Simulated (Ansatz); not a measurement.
The relaxed structure here is a generated cell of CdGeAs2: the first start was made by a random draw of sites in a space group, and the end was not matched to a known phase here, so it may be hypothetical.

The start is a randomly generated symmetric cell of CdGeAs2 (space group No. 131). The cell and all atomic positions are relaxed at zero pressure with PBE (plane waves to 420 eV, PAW, scalar-relativistic; Ansatz, a quantum-chemistry and plane-wave program). The first steps use a coarse 5×5×3 k-mesh.

Input geometry:
```
CdGeAs2
1.0
    4.89848     0.00000     0.00000
    0.00000     4.89848     0.00000
    0.00000     0.00000     9.12997
As Cd Ge
4 2 2
Direct
  0.50000   0.50000   0.00000
  0.50000   0.50000   0.50000
  0.50000   0.00000   0.00000
  0.00000   0.50000   0.50000
  0.00000   0.50000   0.00000
  0.50000   0.00000   0.50000
  0.50000   0.50000   0.75000
  0.50000   0.50000   0.25000
```

Q: What pressure does the first self-consistent step give?

A: +13 GPa (positive: the cell is compressed).

Q: How much energy is released per atom?

A: 0.31 eV/atom.

Q: How does the volume per atom move from start to end?

A: +30.5 %, from 27.38 to 35.73 Å³/atom.

Q: How do the shortest distances between atoms change?

A: The closest pairs of elements (up to four, under 3.6 Å), start → end: As–Ge 2.28 → 2.59 Å; As–As 2.45 → 2.63 Å; As–Cd 2.45 → 2.63 Å; Cd–Ge 3.35 → 3.69 Å.

Q: Is the relaxed structure metallic? Give its gap.

A: Zero (metallic).

Q: Write out the relaxed structure.

A: 
Space group P4₂/mmc (No. 131); a = b = 5.2521 Å, c = 10.3626 Å, α = β = γ = 90.00°

| atom | site | symmetry | x | y | z |
|---|---|---|---|---|---|
| As | 2b | mmm. | 0.5000 | 0.5000 | 0.5000 |
| As | 2d | mmm. | 0.5000 | 0.0000 | 0.0000 |
| Cd | 2c | mmm. | 0.0000 | 0.5000 | 0.0000 |
| Ge | 2f | -4m2 | 0.5000 | 0.5000 | 0.2500 |

The space group stays P4₂/mmc (No. 131) (the run could not lower it), with 8 atoms in the primitive cell. Final values are on a 9×9×5 k-mesh of the relaxed cell. No spin polarisation in the result.

The run could not lower the symmetry of its start; a shaken copy of this end point relaxes with PBE to P1 (No. 1), 0.78 eV/atom lower.
